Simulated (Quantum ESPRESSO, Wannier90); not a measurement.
## WO3 (P4/nmm): Wannier90 run

Structure: Materials Project mp-19443, symmetrised, not relaxed again. COD (Crystallography Open Database) has the formula in 6 space groups, this one among them (matched by group alone). Method: PBEsol plane waves in Quantum ESPRESSO 7.5 (PseudoDojo norm-conserving files, 68 Ry, no spin polarisation, no spin-orbit coupling), Bloch states on a 6×6×6 mesh through Γ, Wannier90 4.0.1. Density: 6×6×8 mesh, Gaussian smearing 0.01 Ry. Spin-orbit coupling is left out although heavy elements are present.

On the energy scale of pw.x, whose zero is arbitrary, the valence-band maximum lies at 5.88 eV.

Input w.win:

```
num_bands = 47
num_wann = 28
exclude_bands = 1-14
num_iter = 0
conv_tol = 1.0e-6
conv_window = 4
dis_num_iter = 1000
dis_conv_tol = 1.0e-6
dis_froz_max = 7.95
write_hr = true
write_u_matrices = true
begin projections
W: d
O: p
end projections
begin unit_cell_cart
ang
    5.3250000000    0.0000000000    0.0000000000
    0.0000000000    5.3250000000    0.0000000000
    0.0000000000    0.0000000000    3.9444900000
end unit_cell_cart
begin atoms_frac
W    0.5000000000  0.0000000000 -0.0651800000
W    0.0000000000  0.5000000000  0.0651800000
O    0.5000000000  0.0000000000  0.4891800000
O    0.0000000000  0.5000000000 -0.4891800000
O    0.2500000000  0.2500000000  0.0000000000
O    0.2500000000 -0.2500000000  0.0000000000
O   -0.2500000000 -0.2500000000  0.0000000000
O   -0.2500000000  0.2500000000  0.0000000000
end atoms_frac
mp_grid = 6 6 6
begin kpoints
0.0000000000 0.0000000000 0.0000000000
0.0000000000 0.0000000000 0.1666666667
0.0000000000 0.0000000000 0.3333333333
... (213 more lines: the 6x6x6 mesh through Gamma)
end kpoints
```

Input of pw2wannier90.x that gives the overlap and projection files (equivalent; here they were cut from one run over all bands):

```
&inputpp
  outdir = './out'
  prefix = 'pwscf'
  seedname = 'w'
  write_amn = .true.
  write_mmn = .true.
/
```

Output w.wout (banner and timings cut):

```
                                    ------
                                    SYSTEM
                                    ------

                              Lattice Vectors (Ang)
                    a_1     5.325000   0.000000   0.000000
                    a_2     0.000000   5.325000   0.000000
                    a_3     0.000000   0.000000   3.944490

                   Unit Cell Volume:     111.84848  (Ang^3)

                        Reciprocal-Space Vectors (Ang^-1)
                    b_1     1.179941   0.000000   0.000000
                    b_2     0.000000   1.179941   0.000000
                    b_3     0.000000   0.000000   1.592902

 *----------------------------------------------------------------------------*
 |   Site       Fractional Coordinate          Cartesian Coordinate (Ang)     |
 +----------------------------------------------------------------------------+
 | w    1   0.50000   0.00000  -0.06518   |    2.66250   0.00000  -0.25710    |
 | w    2   0.00000   0.50000   0.06518   |    0.00000   2.66250   0.25710    |
 | o    1   0.50000   0.00000   0.48918   |    2.66250   0.00000   1.92957    |
 | o    2   0.00000   0.50000  -0.48918   |    0.00000   2.66250  -1.92957    |
 | o    3   0.25000   0.25000   0.00000   |    1.33125   1.33125   0.00000    |
 | o    4   0.25000  -0.25000   0.00000   |    1.33125  -1.33125   0.00000    |
 | o    5  -0.25000  -0.25000   0.00000   |   -1.33125  -1.33125   0.00000    |
 | o    6  -0.25000   0.25000   0.00000   |   -1.33125   1.33125   0.00000    |
 *----------------------------------------------------------------------------*
                                ------------
                                K-POINT GRID
                                ------------

             Grid size =  6 x  6 x  6      Total points =  216

 *---------------------------------- MAIN ------------------------------------*
 |  Number of Wannier Functions               :                28             |
 |  Number of Objective Wannier Functions     :                28             |
 |  Number of input Bloch states              :                47             |
 |  Output verbosity (1=low, 5=high)          :                 1             |
 |  Timing Level (1=low, 5=high)              :                 1             |
 |  Optimisation (0=memory, 3=speed)          :                 3             |
 |  Length Unit                               :               Ang             |
 |  Post-processing setup (write *.nnkp)      :                 F             |
 |  Using Gamma-only branch of algorithms     :                 F             |
 *----------------------------------------------------------------------------*
 *------------------------------- WANNIERISE ---------------------------------*
 |  Total number of iterations                :                 0             |
 |  Number of CG steps before reset           :                 5             |
 |  Trial step length for line search         :             2.000             |
 |  Convergence tolerence                     :         0.100E-05             |
 |  Convergence window                        :                 4             |
 |  Iterations between writing output         :                 1             |
 |  Iterations between backing up to disk     :               100             |
 |  Write r^2_nm to file                      :                 F             |
 |  Write xyz WF centres to file              :                 F             |
 |  Write on-site energies <0n|H|0n> to file  :                 F             |
 |  Use guiding centre to control phases      :                 F             |
 |  Use phases for initial projections        :                 F             |
 *----------------------------------------------------------------------------*
 *------------------------------- DISENTANGLE --------------------------------*
 |  Using band disentanglement                :                 T             |
 |  Total number of iterations                :              1000             |
 |  Mixing ratio                              :             0.500             |
 |  Convergence tolerence                     :         1.000E-06             |
 |  Convergence window                        :                 3             |
 *----------------------------------------------------------------------------*
 *-------------------------------- PLOTTING ----------------------------------*
 |  Plotting Hamiltonian in WF basis          :                 T             |
 *----------------------------------------------------------------------------*

 *---------------------------------- K-MESH ----------------------------------*
 +----------------------------------------------------------------------------+
 |                    Distance to Nearest-Neighbour Shells                    |
 |                    ------------------------------------                    |
 |          Shell             Distance (Ang^-1)          Multiplicity         |
 |          -----             -----------------          ------------         |
 |             1                   0.196657                      4            |
 |             2                   0.265484                      2            |
 |             3                   0.278115                      4            |
 |             4                   0.330387                      8            |
 |             5                   0.384486                      8            |
 |             6                   0.393314                      4            |
 |             7                   0.439738                      8            |
 |             8                   0.474528                      8            |
       ... (lines left out)
 +----------------------------------------------------------------------------+
 | The b-vectors are chosen automatically                                     |
 | The following shells are used:                       1,  2                 |
 +----------------------------------------------------------------------------+
 |                        Shell   # Nearest-Neighbours                        |
 |                        -----   --------------------                        |
 |                          1               4                                 |
 |                          2               2                                 |
 +----------------------------------------------------------------------------+
 | Completeness relation is fully satisfied [Eq. (B1), PRB 56, 12847 (1997)]  |
 +----------------------------------------------------------------------------+
 |                  b_k Vectors (Ang^-1) and Weights (Ang^2)                  |
 |                  ----------------------------------------                  |
 |            No.         b_k(x)      b_k(y)      b_k(z)        w_b           |
 |            ---        --------------------------------     --------        |
 |             1         0.000000    0.196657    0.000000    12.928615        |
 |             2         0.196657    0.000000    0.000000    12.928615        |
 |             3         0.000000   -0.196657    0.000000    12.928615        |
 |             4        -0.196657    0.000000    0.000000    12.928615        |
 |             5         0.000000    0.000000    0.265484     7.094054        |
 |             6         0.000000    0.000000   -0.265484     7.094054        |
 +----------------------------------------------------------------------------+
 |                           b_k Directions (Ang^-1)                          |
 |                           -----------------------                          |
 |            No.           x           y           z                         |
 |            ---        --------------------------------                     |
 |             1         0.000000    0.196657    0.000000                     |
 |             2         0.196657    0.000000    0.000000                     |
 |             3         0.000000    0.000000    0.265484                     |
 +----------------------------------------------------------------------------+

 Starting a new Wannier90 calculation ...

 Reading overlaps from w.mmn

 Reading projections from w.amn

 *------------------------------- DISENTANGLE --------------------------------*
 +----------------------------------------------------------------------------+
 |                              Energy  Windows                               |
 |                              ---------------                               |
 |                   Outer:   -1.29621  to   28.02114  (eV)                   |
 |                   Inner:   -1.29621  to    7.95000  (eV)                   |
 +----------------------------------------------------------------------------+
   Number of target bands to extract:   28

                   Unitarised projection of Wannier functions
                   ------------------------------------------
   A_mn = <psi_m|g_n> --> S = A.A^+ --> U = S^-1/2.A
   In dis_project... done
   Using an inner window (linner = T)
   In dis_proj_froz... done

                   Extraction of optimally-connected subspace
                   ------------------------------------------
 +---------------------------------------------------------------------+<-- DIS
 |  Iter     Omega_I(i-1)      Omega_I(i)      Delta (frac.)           |<-- DIS
 +---------------------------------------------------------------------+<-- DIS
       1      23.65863602      23.28428656       1.608E-02    <-- DIS
       2      23.42300933      23.17290246       1.079E-02    <-- DIS
       3      23.28207427      23.09391924       8.147E-03    <-- DIS
       4      23.17534790      23.03199236       6.224E-03    <-- DIS
       5      23.09350701      22.98158779       4.870E-03    <-- DIS
       6      23.02925945      22.93948593       3.913E-03    <-- DIS
       ... (lines left out)
     101      22.53795662      22.53762213       1.484E-05    <-- DIS
       ... (lines left out)
     171      22.53308938      22.53306739       9.762E-07    <-- DIS
     172      22.53306362      22.53304266       9.304E-07    <-- DIS
     173      22.53303844      22.53301847       8.861E-07    <-- DIS

             <<<      Delta < 1.000E-06  over  3 iterations     >>>
             <<< Disentanglement convergence criteria satisfied >>>

        Final Omega_I    22.53301847 (Ang^2)

 +----------------------------------------------------------------------------+

 Writing checkpoint file w.chk... done

 *------------------------------- WANNIERISE ---------------------------------*
 +--------------------------------------------------------------------+<-- CONV
 | Iter  Delta Spread     RMS Gradient      Spread (Ang^2)            |<-- CONV
 +--------------------------------------------------------------------+<-- CONV

 ------------------------------------------------------------------------------
 Initial State
  WF centre and spread    1  (  2.662515,  0.000003, -0.173386 )     1.06730602
  WF centre and spread    2  (  2.662397,  0.000036, -0.266176 )     1.04799719
  WF centre and spread    3  (  2.662500, -0.000131, -0.266244 )     1.04809083
  WF centre and spread    4  (  2.662418, -0.000107, -0.262376 )     1.05033291
  WF centre and spread    5  (  2.662508,  0.000013, -0.283347 )     1.03701420
  WF centre and spread    6  (  0.000024,  2.662501,  0.173473 )     1.06699469
  WF centre and spread    7  (  0.000096,  2.662471,  0.266282 )     1.04863653
  WF centre and spread    8  (  0.000022,  2.662613,  0.266217 )     1.04850531
  WF centre and spread    9  (  0.000045,  2.662581,  0.262364 )     1.04992265
  WF centre and spread   10  (  0.000018,  2.662473,  0.283373 )     1.03708162
  WF centre and spread   11  (  2.662524, -0.000042,  1.882156 )     0.71731487
  WF centre and spread   12  (  2.662516, -0.000029,  1.938186 )     0.66252096
  WF centre and spread   13  (  2.662501,  0.000009,  1.938147 )     0.66252846
  WF centre and spread   14  ( -0.000028,  2.662534, -1.882107 )     0.71730163
  WF centre and spread   15  ( -0.000005,  2.662532, -1.938097 )     0.66255818
  WF centre and spread   16  ( -0.000018,  2.662509, -1.938134 )     0.66254659
  WF centre and spread   17  (  1.331240,  1.331230, -0.000014 )     0.67218413
  WF centre and spread   18  (  1.331207,  1.331248,  0.000006 )     0.71539256
  WF centre and spread   19  (  1.331272,  1.331207,  0.000024 )     0.71528646
  WF centre and spread   20  (  1.331243, -1.331236, -0.000003 )     0.67220620
  WF centre and spread   21  (  1.331218, -1.331246,  0.000024 )     0.71535626
  WF centre and spread   22  (  1.331258, -1.331255,  0.000025 )     0.71551063
  WF centre and spread   23  ( -1.331252, -1.331238,  0.000006 )     0.67215982
  WF centre and spread   24  ( -1.331216, -1.331256,  0.000027 )     0.71533585
  WF centre and spread   25  ( -1.331249, -1.331255,  0.000025 )     0.71537490
  WF centre and spread   26  ( -1.331250,  1.331229, -0.000004 )     0.67220793
  WF centre and spread   27  ( -1.331208,  1.331252,  0.000009 )     0.71550895
  WF centre and spread   28  ( -1.331262,  1.331209,  0.000023 )     0.71542374
  Sum of centres and spreads ( 21.300035, 21.299854,  0.000478 )    22.99860008

      0     0.230E+02     0.0000000000       22.9986000105  <-- CONV
        O_D=      0.0028790 O_OD=      0.4627026 O_TOT=     22.9986000 <-- SPRD
 ------------------------------------------------------------------------------
 Final State
  WF centre and spread    1  (  2.662515,  0.000003, -0.173386 )     1.06730602
  WF centre and spread    2  (  2.662397,  0.000036, -0.266176 )     1.04799719
  WF centre and spread    3  (  2.662500, -0.000131, -0.266244 )     1.04809083
  WF centre and spread    4  (  2.662418, -0.000107, -0.262376 )     1.05033291
  WF centre and spread    5  (  2.662508,  0.000013, -0.283347 )     1.03701420
  WF centre and spread    6  (  0.000024,  2.662501,  0.173473 )     1.06699469
  WF centre and spread    7  (  0.000096,  2.662471,  0.266282 )     1.04863653
  WF centre and spread    8  (  0.000022,  2.662613,  0.266217 )     1.04850531
  WF centre and spread    9  (  0.000045,  2.662581,  0.262364 )     1.04992265
  WF centre and spread   10  (  0.000018,  2.662473,  0.283373 )     1.03708162
  WF centre and spread   11  (  2.662524, -0.000042,  1.882156 )     0.71731487
  WF centre and spread   12  (  2.662516, -0.000029,  1.938186 )     0.66252096
  WF centre and spread   13  (  2.662501,  0.000009,  1.938147 )     0.66252846
  WF centre and spread   14  ( -0.000028,  2.662534, -1.882107 )     0.71730163
  WF centre and spread   15  ( -0.000005,  2.662532, -1.938097 )     0.66255818
  WF centre and spread   16  ( -0.000018,  2.662509, -1.938134 )     0.66254659
  WF centre and spread   17  (  1.331240,  1.331230, -0.000014 )     0.67218413
  WF centre and spread   18  (  1.331207,  1.331248,  0.000006 )     0.71539256
  WF centre and spread   19  (  1.331272,  1.331207,  0.000024 )     0.71528646
  WF centre and spread   20  (  1.331243, -1.331236, -0.000003 )     0.67220620
  WF centre and spread   21  (  1.331218, -1.331246,  0.000024 )     0.71535626
  WF centre and spread   22  (  1.331258, -1.331255,  0.000025 )     0.71551063
  WF centre and spread   23  ( -1.331252, -1.331238,  0.000006 )     0.67215982
  WF centre and spread   24  ( -1.331216, -1.331256,  0.000027 )     0.71533585
  WF centre and spread   25  ( -1.331249, -1.331255,  0.000025 )     0.71537490
  WF centre and spread   26  ( -1.331250,  1.331229, -0.000004 )     0.67220793
  WF centre and spread   27  ( -1.331208,  1.331252,  0.000009 )     0.71550895
  WF centre and spread   28  ( -1.331262,  1.331209,  0.000023 )     0.71542374
  Sum of centres and spreads ( 21.300035, 21.299854,  0.000478 )    22.99860008

         Spreads (Ang^2)       Omega I      =    22.533018474
        ================       Omega D      =     0.002878980
                               Omega OD     =     0.462702556
    Final Spread (Ang^2)       Omega Total  =    22.998600010
```
